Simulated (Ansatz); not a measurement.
Relaxed-ion elastic tensor of AlNi (CsCl type, Pm-3m) in GPa (Voigt order), PBEsol in the plane-wave PAW code Ansatz; density 6.07 g/cm³, 11.72 Å³ per atom.

```
224  147  147  0.0  0.0  0.0
147  224  147  0.0  0.0  0.0
147  147  224  0.0  0.0  0.0
0.0  0.0  0.0  128  0.0  0.0
0.0  0.0  0.0  0.0  128  0.0
0.0  0.0  0.0  0.0  0.0  128
```

Problem. Is the crystal mechanically stable?

Solution. Yes: the smallest eigenvalue of C is 76.8 GPa.

Problem. Work out the Voigt, Reuss and Hill averages.

Solution. K_V = 173, K_R = 173, K_H = 173; G_V = 92.2, G_R = 66.2, G_H = 79.2 GPa.

Problem. Give Young's modulus, Poisson's ratio, Pugh's ratio and the universal anisotropy index.

Solution. E = 9KG/(3K + G) = 206 GPa; ν = 0.30; K/G = 2.18 (ductile by the Pugh limit of 1.75); A_U = 5G_V/G_R + K_V/K_R − 6 = 1.96.

Problem. Estimate the sound speeds and the Debye temperature.

Solution. v_l = √((K + 4G/3)/ρ) = 6770 m/s, v_t = √(G/ρ) = 3610 m/s, mean 4040 m/s; Θ = (h/k)(3n/4πV)^(1/3) v_m = 529 K.

Problem. Give the Zener ratio and Young's modulus along [100], [110] and [111].

Solution. A = 2C44/(C11 − C12) = 3.33; 1/E = S11 − 2(S11 − S12 − S44/2)Γ with Γ = 0, 1/4, 1/3 gives 107, 210, 308 GPa.

Symmetry was held in the PBEsol relaxation; of distortions, only those at the zone centre were tested. No spin polarisation was allowed. As this level gives no gap, shear constants depend on the k-mesh and smearing (Fermi–Dirac, 0.1 eV here).

Potentials: the earlier of the program's two PAW sets.
